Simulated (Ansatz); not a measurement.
SiMo in space group P-6m2 (No. 187; Si on 1a, Mo on 1d) at seven volumes, plane-wave PAW LDA (Ansatz code), shape and atoms relaxed at each. One row is withheld.

```
V (Å³/atom)  P (GPa)
-----------  -------
13.014         24.78
13.443         15.21
13.873          7.00
14.302          0.00
14.731         -5.95
15.160        -11.01
15.589             ?
```

Q: Fit the shown pressures and predict the withheld one.

A: Third-order Birch–Murnaghan: P = (3/2)B₀(x^(7/2) − x^(5/2))[1 + (3/4)(B′ − 4)(x − 1)] with x = (V₀/V)^(2/3). Least squares on the six rows gives V₀ = 14.303 Å³/atom, B₀ = 214.5 GPa, B′ = 4.26. At V = 15.589, x = 0.9442 and P = -15.38 GPa. The run itself gave -15.27 GPa.

The workflow started from a Materials Project entry (that database holds measured and hypothetical structures alike); the Crystallography Open Database copy checked does not list it. Its standing as an ambient phase is unchecked. The cell was relaxed with LDA under the symmetry of its start; whether a distortion lowers the energy is not shown. The run is not spin-polarised.

Potentials: the later of the program's two PAW sets.
